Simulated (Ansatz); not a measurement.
SiO$_{2}$:
```yaml
crystal:
  lattice:
    - [4.92029, 0.00000, 0.00000]
    - [-2.46014, 4.26110, 0.00000]
    - [0.00000, 0.00000, 5.41615]
  atoms:
    - { symbol: Si, position: [0.46894, 0.00000, 0.66667] }
    - { symbol: Si, position: [0.00000, 0.46894, 0.33333] }
    - { symbol: Si, position: [0.53106, 0.53106, 0.00000] }
    - { symbol: O, position: [0.41316, 0.26907, 0.78454] }
    - { symbol: O, position: [0.73093, 0.14408, 0.45121] }
    - { symbol: O, position: [0.85592, 0.58684, 0.11787] }
    - { symbol: O, position: [0.26907, 0.41316, 0.21546] }
    - { symbol: O, position: [0.14408, 0.73093, 0.54879] }
    - { symbol: O, position: [0.58684, 0.85592, 0.88213] }
```

Relaxed with r²SCAN.

Question: Map the electron localisation function on the plane through (0.731, 0.144, 0.451) spanned by u = [0, 1, 1] and v = [1, -1, 1] in lattice vectors, from DFT-r²SCAN in the program Ansatz with PAW potentials.

Answer: x is the fraction of u, y of v (the angle between them is 95°; rows are the nearest grid lines); atoms in the plane: Si at (0.61, 0.28), O at (0.00, 0.00), O at (0.55, 0.12), O at (0.57, 0.86).
```
|:-#@%*-   .......:::::..      .+%@@%+:|
|@@@%*-.   ::::...:=*####*=:    -#%@@@@|
|@%%*=.    .:.. .:+%@@@@@%#*:   .+#%@@@|
|:..            :*%@%*-+%@@%*.     ..::|
|              .-*%@@%#%@@%*-          |
|..::-::.       .-*%@@@@#=.           .|
|-+****=:       ..:-=++=:...::::.  ..:-|
|@@@@@%#=.   .:--:..:. :*%@@@%%#*:.:*%@|
|@@@@%#*-   .:-=++=:  -%@@%##%@@%=.:#@@|
|***++=:.   .:-====:..=#@@@@@@@%*-..-+*|
|::::..     ..:---:. .-*%@@@@@%#=....::|
|                      .=*##*+-.       |
|                                      |
|              :-=+=-:.     .:---:.    |
|             :=****=-:.  ..-+*##*+-.  |
|            :+*#%%#*+-. .-*%@@@@@@%+: |
|            .-+*###+:....=%@@@@@@@%*- |
|              ...:..  .  .+#%@@@@%*-  |
|                 .:=++=-..:=+####*-.  |
|              .-+#@@@@@@%*:           |
|-::.          -*%@@#--*@@%*:      .:--|
|@@%%*=:       .=#@@@%%@@%#+.    -*%@@@|
|@@@@%*-.       :+%@@@@@%#+:    :*%@@@@|
|:-#@%*-   .......:::::..      .+%@@%+:|
```
Scale: ten equal steps from 0.004 (start of ' ') to 0.864 (end of '@'), in the order ' .:-=+*#%@'; x runs from 0.000 to 1.00, y from 0.000 (bottom) to 1.00 (top).

The density is the valence pseudo-density with augmentation charge, so density and ELF within about 1 Å of a nucleus are not all-electron values.

Space group P3_221. The cell was relaxed with r²SCAN under the symmetry of its start; phonons on a q-mesh show no instability.

Potentials: the later of the program's two PAW sets.
